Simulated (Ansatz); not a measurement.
The calculation used Ansatz, DFT PBE, scalar-relativistic, plane waves, PAW. Settings: cutoff 420 eV, Γ-centred meshes spaced at most about 0.3 Å⁻¹ (2π included), Gaussian smearing. No spin polarisation in the final relaxations.

Formation energies are uncorrected and refer to the elements' standard structures at the same level. The references include black phosphorus.

A relaxed structure of AlB2P3 has 14.53 Å³/atom, −0.228 eV/atom against the elements, a gap of 0.18 eV on its mesh:

```cif
data_structure
_symmetry_space_group_name_H-M 'P6_3mc'
_symmetry_Int_Tables_number 186
_cell_length_a 3.3967
_cell_length_b 3.3967
_cell_length_c 17.4482
_cell_angle_alpha 90.000
_cell_angle_beta 90.000
_cell_angle_gamma 120.000
_cell_volume 174.34
loop_
_atom_site_label
_atom_site_type_symbol
_atom_site_symmetry_multiplicity
_atom_site_Wyckoff_symbol
_atom_site_fract_x
_atom_site_fract_y
_atom_site_fract_z
_atom_site_occupancy
Al1 Al 2 b 0.66667 0.33333 0.50239 1
B1 B 2 b 0.66667 0.33333 0.17579 1
B2 B 2 b 0.66667 0.33333 0.82673 1
P1 P 2 b 0.66667 0.33333 0.29056 1
P2 P 2 b 0.66667 0.33333 0.63934 1
P3 P 2 b 0.66667 0.33333 0.94019 1
```

Q: As takes the place of P on the same sites, and the cell is relaxed. What changes?

A: AlB2As3 has a = 3.579 Å, c = 18.254 Å: 16.88 Å³/atom, +0.040 eV/atom against the elements, a gap of 0.15 eV on its mesh. The volume per atom changes by +16.2 % and the formation energy by +0.268 eV/atom (from unrounded values). The gap narrows by 0.03 eV. Covalent radii: P 1.07 Å, As 1.19 Å; electronegativities 2.19 and 2.18. The cell follows the size of the atom. Around Al lie 3 As at 2.34 Å and 1 As at 2.49 Å; around B on its first site lie 4 As at 2.09–2.17 Å; around B on its second site lie 4 As at 2.11–2.18 Å; As on its first site is surrounded by 3 B at 2.18 Å and 1 Al at 2.49 Å; 2 more sites not described.

Space group P6_3mc (No. 186). a = 3.579 Å, b = 3.579 Å, c = 18.254 Å, α = 90.00°, β = 90.00°, γ = 120.00°
```
atom  site  symmetry       x       y       z
  Al    2b       3m.  0.3333  0.6667  0.0019
   B    2b       3m.  0.3333  0.6667  0.3276
   B    2b       3m.  0.3333  0.6667  0.6753
  As    2b       3m.  0.3333  0.6667  0.1382
  As    2b       3m.  0.3333  0.6667  0.4421
  As    2b       3m.  0.3333  0.6667  0.7910
```

The two cells were relaxed from separate starts that ended on the same group and sites; neither need be the stable form of its compound. Kohn–Sham gaps at this level usually fall short of measured ones. The reference forms of As and P are held partly by dispersion forces, which this level lacks. Cells relaxed within their symmetry can be saddle points.
